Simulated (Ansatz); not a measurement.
RuS$_{2}$:
```
CELL_PARAMETERS angstrom
      5.59907     0.00000     0.00000
      0.00000     5.59907     0.00000
      0.00000     0.00000     5.59907
ATOMIC_POSITIONS crystal
  Ru 0.00000 0.00000 0.00000
  Ru 0.50000 0.00000 0.50000
  Ru 0.50000 0.50000 0.00000
  Ru 0.00000 0.50000 0.50000
  S  0.38988 0.38988 0.38988
  S  0.11012 0.61012 0.88988
  S  0.88988 0.11012 0.61012
  S  0.61012 0.88988 0.11012
  S  0.61012 0.61012 0.61012
  S  0.88988 0.38988 0.11012
  S  0.11012 0.88988 0.38988
  S  0.38988 0.11012 0.88988
```

Relaxed with HSE06. Special points in fractions of this cell's reciprocal vectors: Γ (0.000, 0.000, 0.000); X (0.000, 0.500, 0.000); M (0.500, 0.500, 0.000); R (0.500, 0.500, 0.500); X1 (0.500, 0.000, 0.000).

Question: List the band energies nearest the valence-band maximum at these points for plane-wave PAW HSE06 (Ansatz code).

Answer: In eV from the valence-band maximum; about four levels below and three above (degenerate sets whole), none deeper than 8.9 eV; points with the same levels are listed once.

| k | below | above |
|---|---|---|
| Γ | -0.46 -0.46 -0.46 -0.43 | 1.97 4.01 4.01 4.01 |
| X | -0.23 -0.23 -0.03 -0.03 | 3.40 3.40 3.61 3.61 |
| M | 0.00 0.00 0.00 0.00 | 3.74 3.74 3.74 3.74 |
| R | -0.84 -0.84 -0.84 -0.84 | 3.68 3.68 3.68 3.68 |

Space group Pa-3. The cell was relaxed with HSE06 under the symmetry of its start. The run is not spin-polarised. The hybrid was solved on a coarse mesh, the path and, where they were found, the r²SCAN edge points; its band edges are the extreme levels among these. Scalar-relativistic: spin–orbit coupling is off unless named, which matters more the heavier the elements.

Potentials: the later of the program's two PAW sets.
